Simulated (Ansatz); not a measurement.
**LiGa: pressure against volume**

A database entry relaxed whole under r2SCAN (Fd-3m):

```
CELL_PARAMETERS angstrom
0.00000 3.08580 3.08580
3.08580 0.00000 3.08580
3.08580 3.08580 0.00000
ATOMIC_POSITIONS crystal
Li 0.50000 0.50000 0.50000
Li 0.75000 0.75000 0.75000
Ga 0.00000 0.00000 0.00000
Ga 0.25000 0.25000 0.25000
```

The cell was scaled uniformly, its shape held, and the atoms relaxed at each volume with plane-wave PAW DFT (Ansatz 0.2.0; r2SCAN, 500 eV, 9×9×9 Γ-centred mesh, fermi-dirac occupations of width 0.100 eV; no spin, no spin-orbit coupling). One row is withheld.

| volume (Å³/atom) | energy over the lowest (meV/atom) | pressure (GPa) |
| --- | --- | --- |
| 13.810 | 9.0 | 3.59 |
| 14.104 | 3.8 | 2.26 |
| 14.398 | 0.9 | 1.07 |
| 14.692 | 0.0 | 0.01 |
| 14.986 | ? | ? |
| 15.279 | 3.6 | -1.78 |
| 15.573 | 7.6 | -2.52 |

Fit the pressures of the other rows to the third-order Birch-Murnaghan form.

With f = [(V₀/V)^(2/3) − 1]/2 and P = 3B₀f(1 + 2f)^(5/2)[1 + 3(B₀′ − 4)f/2], least squares gives V₀ = 14.69 Å³ an atom, B₀ = 49.9 GPa and B₀′ = 4.8; the rows miss the fit by less than 0.01 GPa. The slope of the energies differs from these pressures by 0.06 GPa, since they are taken to zero smearing while pressures follow the free energy.

What does the withheld row hold?

The fit gives -0.93 GPa at 14.986 Å³; the run gave -0.94 GPa and 1.0 meV an atom.

Caveats: the shape of the cell was held; 0 K, fixed nuclei; the symmetry was kept, and this need not be the phase that is stable at 0 K; one mesh for all volumes; pressure is positive in compression.
